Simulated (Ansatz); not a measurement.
**Question.** Each is relaxed and computed with DFT-PBEsol in the program Ansatz with PAW potentials. Which is the only one with a gap?
A) MgB2, MoSi2 or CaC2 type
B) Mg2TeS, R3m (Mg on 3a, Mg on 3a, Te on 3a, S on 3a)
C) Mg2Si, P4/nmm (Mg on 2a, Mg on 2c, Si on 2c)
D) Ga2BiAs, R3m (Ga on 3a, Ga on 3a, Bi on 3a, As on 3a)

**Answer.** B, Mg2TeS, R3m (Mg on 3a, Mg on 3a, Te on 3a, S on 3a). Mg2TeS: gap 1.40 eV (direct); Ga2BiAs: metal; Mg2Si: metal; MgB2: metal. Constructed cells (a structure type filled with these elements, in neither database checked): MgB2, MoSi2 or CaC2 type. Not the usual ambient phase: Mg2Si, P4/nmm (Mg on 2a, Mg on 2c, Si on 2c); MgB2, MoSi2 or CaC2 type. Standing as an ambient phase not checked: Mg2TeS, R3m (Mg on 3a, Mg on 3a, Te on 3a, S on 3a); Ga2BiAs, R3m (Ga on 3a, Ga on 3a, Bi on 3a, As on 3a). Unstable at this level: MgB2, MoSi2 or CaC2 type. All cells were relaxed under the symmetry of their starts (and spin orders); stability against distortions was not tested throughout. Spin–orbit coupling is left out wherever it is not named.

Potentials: the later of the program's two PAW sets.
